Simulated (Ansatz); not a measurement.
Values for one crystal, relaxed and computed with plane-wave PAW PBEsol (Ansatz code); other levels are named.

| Property | Result |
|---|---|
| Volume per atom | 10.33 Å³ |
| Electronic character | metallic (no gap) |
| Elastic constants (relaxed ions, GPa) | C11 = 307, C12 = 200, C44 = 144 |
| Mechanical stability | stable (all eigenvalues of C positive) |
| Poisson's ratio | 0.32 |
| Density of states at the Fermi level | 3.9 states/eV per atom (mean over ±0.08 eV) |
| Hill bulk and shear moduli | 235 and 97.1 GPa |

Which of these materials gives this?
(A) Mg, fcc (Cu type)
(B) Ni, fcc (Cu type)
(C) Li, fcc (Cu type)
(D) Zn, fcc (Cu type)

B, Ni, fcc (Cu type)

Space group Fm-3m (fcc (Cu type)). The PBEsol relaxation kept the symmetry of its start. The workflow began spin-polarised and lost its moments. Textbook magnetic order: ferromagnetic. As this level gives no gap, shear constants depend on the k-mesh and smearing (Fermi–Dirac, 0.1 eV here). On the denser mesh and wider smearing of the elastic run this cell carries a stress of 0.6 GPa.

Potentials: the later of the program's two PAW sets.
